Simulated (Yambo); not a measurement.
# CdS: sweep of GW parameters

G0W0@PBE for CdS (wurtzite, space group P6_3mc, No. 186) in Yambo. Reference settings: 3×3×2 Γ-centred k mesh, bands 9 to 195 and a 8 Ry block in the screening, 195 bands in G with the Bruneval-Gonze terminator, plasmon pole fitted at 27.2 eV. The PBE gap Γ → Γ on this mesh is 1.16 eV; G0W0 gaps are taken between the same points.

| change from the reference | G0W0 gap Γ → Γ (eV) | shift of the valence edge (eV) | rough Yambo cost |
|---|---|---|---|
| reference settings | 2.13 | -0.76 | 1 |
| 76 bands in W, 76 bands in G | 2.21 | -0.53 | within a factor of two |
| 127 bands in G | 2.13 | -0.75 | – |
| 76 bands in G | 2.14 | -0.73 | – |
| 127 bands in W, 127 bands in G | 2.14 | -0.67 | within a factor of two |
| 92 bands in W | 2.18 | -0.61 | within a factor of two |
| 3 Ry block | 1.94 | -0.45 | within a factor of two |
| 1 Ry block | 1.93 | -0.31 | within a factor of two |
| 7 Ry block | 2.13 | -0.74 | within a factor of two |
| pole fitted at 15 eV | 2.12 | -0.66 | – |
| no random integration | 2.09 | -0.57 | – |
| 3×3×1 mesh | 1.99 | -0.64 | within a factor of two |
| 76 bands in G, no terminator | 1.99 | -0.27 | – |
| 127 bands in G, no terminator | 2.04 | -0.52 | – |
| no terminator | 2.09 | -0.65 | – |

The reference isn't shown to be the converged limit. Costs are rough (shared machines), scaled to the same edge states, and given only for runs that recompute the screening.

Spin-orbit splittings are left out.

Geometry of the Materials Project entry, not relaxed at this level; primitive cell a = 4.1688 Å, b = 4.1688 Å, c = 6.7796 Å, α = 90.00°, β = 90.00°, γ = 120.00°.

A shift is the quasiparticle energy of the state minus its PBE energy.
